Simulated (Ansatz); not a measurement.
Data:

Starting cell, AlBO3 (space group R-3c):

```
AlBO3
1.0
    2.21901     1.28115     4.52168
   -2.21901     1.28115     4.52168
    0.00000    -2.56230     4.52168
Al B O
2 2 6
Cartesian
  0.00000   0.00000   6.78252
  0.00000   0.00000   0.00000
  0.00000   0.00000  10.17378
  0.00000   0.00000   3.39126
  0.68606   1.37401   5.65210
 -0.68606  -1.37401   7.91294
 -1.53295  -0.09286   5.65210
  1.53295   0.09286   7.91294
  0.84690  -1.28115   5.65210
 -0.84690   1.28115   7.91294
```

The atoms are displaced by Q × the pattern below (from a DFPT mode at Γ, largest move 1; Q in Å), at fixed cell.

| atom | x | y | z |
|---|---|---|---|
| Al1 | 0.000 | 0.000 | -0.554 |
| Al2 | 0.000 | 0.000 | -0.554 |
| B3 | 0.000 | 0.000 | 1.000 |
| B4 | 0.000 | 0.000 | 1.000 |
| O5 | -0.662 | -0.382 | 0.086 |
| O6 | -0.662 | -0.382 | 0.086 |
| O7 | 0.662 | -0.382 | 0.086 |
| O8 | 0.662 | -0.382 | 0.086 |
| O9 | 0.000 | 0.765 | 0.086 |
| O10 | 0.000 | 0.765 | 0.086 |

Method: LDA (plane waves to 420 eV, PAW, scalar-relativistic; Ansatz, a first-principles code). k mesh 9×9×9 (Γ-centred), Fermi-Dirac smearing 0.05 eV. Energies are smeared free energies. AlBO3 was relaxed with its symmetry unable to fall. ΔE is measured from the undisplaced structure.

The scan covers Q from -0.280 to 0.280 Å in 13 points.

**Question.** Is the energy the same for equal positive and negative displacements?

**Answer.** Even: the same for both signs.

**Question.** Which space group does the distorted structure have?

**Answer.** R3c (No. 161), lowered from R-3c.

**Question.** What is the energy change at Q = 0.280 Å?

**Answer.** 3973 meV/cell.

**Question.** What harmonic wavenumber does the curvature at Q = 0 give?

**Answer.** 505 cm⁻¹.

(For displaced atoms, the force is minus the slope of the energy, and its curvature is a force constant, which sets phonon frequencies.)
